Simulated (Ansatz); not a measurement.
Here is the system:

TaAl₃:
```xyz
4
Lattice="-1.9145 1.9145 4.2512 1.9145 -1.9145 4.2512 1.9145 1.9145 -4.2512" Properties=species:S:1:pos:R:3 pbc="T T T"
Ta     0.0000     0.0000     0.0000
Al     0.0000     0.0000     4.2512
Al     0.0000     1.9145     2.1256
Al     1.9145     0.0000     2.1256
```

This is the PBEsol-relaxed structure. Cartesian axes are those of the cell as given.

**Question.** All from the program Ansatz at the PBEsol level (PAW), unless another level is named. Estimate the Poisson's ratio.

**Answer.** 0.19.

**Question.** And the highest zone-centre frequency?

**Answer.** 360 cm⁻¹.

**Question.** And the elastic constants (relaxed ions, GPa)?

**Answer.** C11 = 259, C12 = 102, C13 = 58.9, C33 = 289, C44 = 110, C66 = 142.

Space group I4/mmm. The workflow started from a Materials Project entry (that database holds measured and hypothetical structures alike); the Crystallography Open Database files this formula in space group No. 139, but the cells were not matched. Its standing as an ambient phase is unchecked. Symmetry was held in the PBEsol relaxation; its stability against distortions is not shown here. The run is not spin-polarised. As this level gives no gap, shear constants depend on the k-mesh and smearing (Fermi–Dirac, 0.1 eV here). As this level gives no gap, phonon frequencies hold no LO–TO term and depend on the k-mesh and smearing (Fermi–Dirac, 0.1 eV here). Scalar-relativistic: spin–orbit coupling is off unless named, which matters more the heavier the elements.

Potentials: the later of the program's two PAW sets.
